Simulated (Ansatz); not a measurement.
Input file for Ansatz (an electronic-structure program):

Ansatz 0.2 input:
```yaml
crystal:
  lattice:
    - [0.0, 3.0037264504, 3.0037264504]
    - [3.0037264504, 0.0, 3.0037264504]
    - [3.0037264504, 3.0037264504, 0.0]
  atoms:
    - { symbol: Se, position: [0.75, 0.75, 0.75] }
    - { symbol: Cd, position: [0.0, 0.0, 0.0] }
kpoints:
  mp_grid: { grid: [8, 8, 8] }
hamiltonian:
  xc: lda
  pseudopotentials: { kind: paw }
scf:
  occupations: { method: fixed }
phonons:
  method: dfpt
  response_accuracy: low
  qmesh: [4, 4, 4]
  interpolated_qmesh: [16, 16, 16]
  dielectric: true
  rigid_motions: translations
  temperatures: { t_max: 1000, t_step: 50 }
  qpath:
    path:
      - [[0.0, 0.0, 0.0], [0.5, 0.0, 0.5], [0.625, 0.25, 0.625]]  # Γ-X-U
      - [[0.375, 0.375, 0.75], [0.0, 0.0, 0.0], [0.5, 0.5, 0.5], [0.5, 0.25, 0.75], [0.5, 0.0, 0.5]]  # K-Γ-L-W-X
    npoints: 13
```

Output (shortened):

```
WARN phonons: the dynamical matrix that this run interpolates holds no multipole term above the dipole-dipole one, and a site of this crystal is no centre of …
Pseudopotential: Se, paw, valence charge 16
Pseudopotential: Cd, paw, valence charge 20
Functional definition: SPW92
Crystal: 2 atoms, lattice volume = 54.201 Å³
Basis set: ecut = 420 eV, 1067 PW (Γ), exchange–correlation on 60×60×60 points (8 copies of the dense FFT grid, shifted against one another)
Bands: 22, of which v1, the nominal top of the filled ones, is band 18 counted from 1 (17 counted from 0)
Symmetry: 24 space group operations
k-points: 95 of 512 (irreducible under 4 space group operations, time reversal used)
SCF iter   1: F=—  HF=-13502.243401 eV  |F-HF|=—  |Δ(HF+E_count)|=         —  Δρ=7.21e-3  dr2=2.15e-2  ethr=1.77e-3  ⟨swp⟩=5.0  Hψ=7785  notcnv=0  defer=185
preconditioner: auto → none
SCF iter   2: F=—  HF=-13502.237164 eV  |F-HF|=—  |Δ(HF+E_count)|=   6.24e-3  Δρ=2.50e-3  dr2=1.53e-3  ethr=5.96e-5  ⟨swp⟩=2.0  Hψ=3806  notcnv=0  defer=184
SCF iter   3: F=—  HF=-13502.236861 eV  |F-HF|=—  |Δ(HF+E_count)|=   3.02e-4  Δρ=1.18e-3  dr2=3.21e-4  ethr=4.25e-6  ⟨swp⟩=2.0  Hψ=3046  notcnv=0  defer=184
SCF iter   4: F=—  HF=-13502.236818 eV  |F-HF|=—  |Δ(HF+E_count)|=   4.34e-5  Δρ=2.62e-4  dr2=4.34e-5  ethr=8.91e-7  ⟨swp⟩=2.0  Hψ=2987  notcnv=0  defer=182
SCF iter   5: F=—  HF=-13502.236801 eV  |F-HF|=—  |Δ(HF+E_count)|=   1.66e-5  Δρ=2.38e-5  dr2=2.45e-7  ethr=1.21e-7  ⟨swp⟩=2.1  Hψ=3415  notcnv=0
SCF iter   6: F=—  HF=-13502.236804 eV  |F-HF|=—  |Δ(HF+E_count)|=   2.69e-6  Δρ=6.84e-6  dr2=1.98e-8  ethr=6.82e-10  ⟨swp⟩=2.0  Hψ=2402  notcnv=0
SCF iter   7: F=—  HF=-13502.236804 eV  |F-HF|=—  |Δ(HF+E_count)|=   2.13e-9  Δρ=7.55e-7  dr2=1.34e-10  ethr=5.51e-11  ⟨swp⟩=2.1  Hψ=2477  notcnv=0
SCF iter   8: F=-13502.236804 eV  HF=-13502.236804 eV  |F-HF|=1.82e-12  |Δ(HF+E_count)|=  5.46e-12  Δρ=1.11e-7  dr2=3.47e-12  ethr=1.00e-12  ⟨swp⟩=6.2  Hψ=10850  notcnv=0
SCF 1 converged in 8 iterations: F = -13502.236804 eV  dr2 = 3.47e-12
DFPT response loops at Γ: preconditioner auto → none (the input reference at scf.mixing.eps_inf says where Resta's filter doesn't serve); β = 0.50 …
── the response to a field inside a basis, on 10×10×10 k-points: an SCF that follows is theirs, and a resumed run solves both again ──
Crystal: 2 atoms, lattice volume = 54.201 Å³
Bands: 19, of which v1, the nominal top of the filled ones, is band 18 counted from 1 (17 counted from 0)
k-points: 110
SCF iter   1: F=—  HF=-13502.235003 eV  |F-HF|=—  |Δ(HF+E_count)|=         —  Δρ=1.79e-4  dr2=5.92e-6  ethr=1.00e-1
preconditioner: auto → none
SCF iter   2: F=—  HF=-13502.235000 eV  |F-HF|=—  |Δ(HF+E_count)|=   3.06e-6  Δρ=7.91e-5  dr2=9.93e-7  ethr=1.64e-8
SCF iter   3: F=—  HF=-13502.234999 eV  |F-HF|=—  |Δ(HF+E_count)|=   1.16e-7  Δρ=2.80e-5  dr2=1.31e-7  ethr=2.76e-9
SCF iter   4: F=-13502.234999 eV  HF=-13502.234999 eV  |F-HF|=4.49e-9  |Δ(HF+E_count)|=   1.23e-8  Δρ=3.26e-6  dr2=5.47e-9  ethr=3.65e-10
SCF 1 converged in 4 iterations: F = -13502.234999 eV  dr2 = 5.47e-9
DFPT response loops at Γ: mixed as the last ones told, above
WARN: field response: ε∞ stands inside a basis, on 10×10×10 points …
NSCF: frozen V_eff on 29 k-points
NSCF: frozen V_eff on 576 k-points
DFPT response loops at q = (0, 0, 0.25) (fractional): mixed as the last ones told, above
NSCF: frozen V_eff on 300 k-points
DFPT response loops at q = (0, 0, -0.5) (fractional): mixed as the last ones told, above
NSCF: frozen V_eff on 328 k-points
DFPT response loops at q = (0, 0.25, 0.25) (fractional): mixed as the last ones told, above
NSCF: frozen V_eff on 1024 k-points
DFPT response loops at q = (0, 0.25, -0.5) (fractional): mixed as the last ones told, above
NSCF: frozen V_eff on 576 k-points
DFPT response loops at q = (0, 0.25, -0.25) (fractional): mixed as the last ones told, above
NSCF: frozen V_eff on 190 k-points
DFPT response loops at q = (0, -0.5, -0.5) (fractional): mixed as the last ones told, above
NSCF: frozen V_eff on 328 k-points
DFPT response loops at q = (0.25, -0.5, -0.25) (fractional): mixed as the last ones told, above
SCF converged after 8 iterations
Free energy (F): -13502.236804 eV
Harris-Foulkes:  -13502.236804 eV  (|F-HF|=1.82e-12)
Internal energy: -13502.236804 eV  (E = F + TS)
E sigma→0 (E₀):  -13502.236804 eV
Fermi energy:    7.705641 eV
--- Per-component energies (eV) ---
  E_band       = -886.964842
  E_kinetic    = 625.177746
  E_local      = -6301.293052  (includes V_loc(G=0)·N_el)
  E_nonlocal   = -548.427038
  E_hartree    = 2992.752584
  E_xc         = -279.387503
  E_vxc        = -320.260018  (∫ρ·V_xc dr)
  E_paw        = -5774.298274  (= ΣΔE_a)
  E_vpaw       = -327.667032  (= ΣTr[D̂ρ^β])
  E_aug_tail   = -0.000525  (compensation charges beyond the density's cutoff)
  E_ewald      = -4219.744673
  E_core_change = 2.983931  (= ΣΔE_core)
  E_smearing   =  0.000000  (= −TS)
  E_closure    = 0.000000  (closes the sum)
  Σ components = -13502.236804   (vs F -13502.236804, Δ=0.00e0)
  [band-id]    e_kinetic+e_local+e_nonlocal+2·e_hartree+e_vxc+e_vpaw+e_augmentation_tail = -886.964751   (vs E_band -886.964842, Δ=9.11e-5)
--- Band table (eV; the first three rows and the last of 95) ---
  k-point 0: bands = ["-93.7939", "-54.9420", "-54.9420", "-54.9420", "-39.2613", "-39.2613", "-39.2613", "-39.2572", "-39.2572", "-5.1856", "-0.3617", "-0.3617", "-0.3617", "0.0593", "0.0593", "7.7056", "7.7056", "7.7056", "8.1101", "13.5154", "13.5154", "13.5154"]
  k-point 1: bands = ["-93.7939", "-54.9420", "-54.9420", "-54.9420", "-39.2613", "-39.2613", "-39.2613", "-39.2572", "-39.2572", "-5.1260", "-0.3425", "-0.3425", "-0.3138", "0.0581", "0.0581", "6.3863", "7.5680", "7.5680", "9.1861", "13.2918", "13.7297", "13.7297"]
  k-point 2: bands = ["-93.7939", "-54.9422", "-54.9420", "-54.9420", "-39.2613", "-39.2613", "-39.2613", "-39.2572", "-39.2572", "-4.9801", "-0.3005", "-0.3005", "-0.1437", "0.0611", "0.0611", "4.8621", "7.2661", "7.2661", "9.8582", "13.5408", "14.0612", "14.0612"]
  k-point 94: bands = ["-93.7939", "-54.9423", "-54.9422", "-54.9422", "-39.2614", "-39.2613", "-39.2612", "-39.2572", "-39.2571", "-4.6402", "-0.1597", "-0.1453", "0.0198", "0.0610", "0.5904", "3.4543", "5.2831", "5.2966", "12.7640", "12.7657", "14.0578", "15.1280"]
--- Phonons (Γ-DFPT): 2 representative perturbations + reference, on 95 of 512 k-points (Σ response iterations 6) ---
  ASR residual: 9.505e-5 → 0.000e0 eV/Å²; symmetrization residual: 9.712e-6 eV/Å²
  ASR residual per site (eV/Å²): 9.51e-5 1.91e-5
  Γ frequencies (cm⁻¹): 0.00 0.00 0.00 174.96 174.96 174.96
  ε∞ (high-frequency dielectric tensor):
        8.635549     0.000000     0.000000
        0.000000     8.635549     0.000000
        0.000000     0.000000     8.635549
  ε⁰ (static dielectric tensor: ions relaxed, cell fixed):
       11.758054     0.000000     0.000000
        0.000000    11.758054     0.000000
        0.000000     0.000000    11.758054
  ε⁰ − ε∞ (ionic part):
        3.122505     0.000000     0.000000
        0.000000     3.122505     0.000000
        0.000000     0.000000     3.122505
  softest optical mode at Γ: 174.96 cm⁻¹; the repairs (sum rule, projections) moved no ω² at Γ by more than (0.73 cm⁻¹)²
  Born effective charges Z* (e; rows j = field, columns β = displacement):
    site 0:
        -2.20991    0.00000    0.00000
         0.00000   -2.20991    0.00000
         0.00000    0.00000   -2.20991
    site 1:
         2.20991    0.00000    0.00000
         0.00000    2.20991    0.00000
         0.00000    0.00000    2.20991
  Z* charge neutrality: 4.258e-4 e pre-enforcement
  solved inside a basis spanned on kpoints, on 10×10×10 k-points transformed towards the longest dipole …
  optical modes at Γ without the LO–TO term, one row a degenerate level:
      ω (cm⁻¹)  modes    IR ((D/Å)²/amu)
        174.96      3             7.2870
  optical modes at Γ + LO–TO along q̂ = [1.0000, 0.0000, 0.0000]:
      ω (cm⁻¹)  modes    IR ((D/Å)²/amu)
        174.96      2             4.8580
        204.16      1             2.4290
  optical modes at Γ + LO–TO along q̂ = [0.0000, 1.0000, 0.0000]:
      ω (cm⁻¹)  modes    IR ((D/Å)²/amu)
        174.96      2             4.8580
        204.16      1             2.4290
  optical modes at Γ + LO–TO along q̂ = [0.0000, 0.0000, 1.0000]:
      ω (cm⁻¹)  modes    IR ((D/Å)²/amu)
        174.96      2             4.8580
        204.16      1             2.4290
  non-analytic LO–TO correction: the dipole-dipole term of the run's Born effective charges and high-frequency dielectric tensor (where they are solved with …
--- Phonons (arbitrary-q DFPT): 8 irreducible q on the 4×4×4 mesh ---
  q = [0.0000, 0.0000, 0.0000] (star 1, of the zone-centre solve; hermiticity 3.72e-6, symmetrization 5.77e-13): 0.00 0.00 0.00 174.96 174.96 174.96
  q = [0.0000, 0.0000, 0.2500] (star 8, 2 solved perturbations on 288 of 512 k-point pairs; hermiticity 1.55e-5, symmetrization 3.38e-12): 28.03 28.03 86.53 178.83 178.83 200.87
  q = [0.0000, 0.0000, -0.5000] (star 4, 2 solved perturbations on 150 of 512 k-point pairs; hermiticity 1.65e-5, symmetrization 3.23e-12): 33.54 33.54 125.55 182.43 182.43 191.60
  q = [0.0000, 0.2500, 0.2500] (star 6, 4 solved perturbations in 528 linear systems a pass and spin channel, the states on 164 of 512 k-point pairs; hermiticity 6.27e-6, symmetrization 7.64e-13): 38.80 38.80 90.72 183.19 183.19 199.07
  q = [0.0000, 0.2500, -0.5000] (star 24, 4 solved perturbations in 1600 linear systems a pass and spin channel, the states on 512 of 512 k-point pairs; hermiticity 1.16e-5, symmetrization 2.22e-12): 41.02 55.64 123.44 180.45 186.76 197.17
  q = [0.0000, 0.2500, -0.2500] (star 12, 4 solved perturbations in 904 linear systems a pass and spin channel, the states on 288 of 512 k-point pairs; hermiticity 1.28e-5, symmetrization 1.89e-12): 38.13 56.76 111.50 182.41 182.47 198.94
  q = [0.0000, -0.5000, -0.5000] (star 3, 4 solved perturbations in 308 linear systems a pass and spin channel, the states on 95 of 512 k-point pairs; hermiticity 9.03e-6, symmetrization 7.86e-13): 41.41 41.41 143.80 178.70 191.19 191.19
  q = [0.2500, -0.5000, -0.2500] (star 6, 4 solved perturbations in 502 linear systems a pass and spin channel, the states on 164 of 512 k-point pairs; hermiticity 5.83e-6, symmetrization 7.65e-13): 50.67 60.17 132.70 170.56 192.46 199.57
  sum rule: each row above includes the acoustic sum rule's correction from the zone centre's row sums; it moved no ω² by more than (0.57 cm⁻¹)²
  mesh force constants: q→R imaginary residual 5.99e-18; ASR residual 9.505e-5 → 0.000e0 eV/Å²; symmetrization residual 1.998e-15 eV/Å²
  interpolated dispersion: 81 rows × 6 modes
  density of states and harmonic sums: on the 16×16×16 q-mesh, interpolated from the force constants of a 4×4×4 supercell (with the dipole–dipole term)
  largest difference from the sums on the solved wave vectors: F 1.17e-2 eV, S 1.57e-5 and C_V 3.97e-6 eV/K
  zero-point energy: 0.047387 eV/cell   skipped modes (ω ≤ 0): 3   left out of the sums: 1.22e-4 of the cell's modes …
```

Cost: about 9 core-minutes (a rough figure) on shared cores.

Space group F-43m (zinc blende). The LDA relaxation kept the symmetry of its start. Scalar-relativistic: spin–orbit coupling is off unless named, which matters more the heavier the elements.

Potentials: the later of the program's two PAW sets.

Ansatz is a plane-wave DFT program.
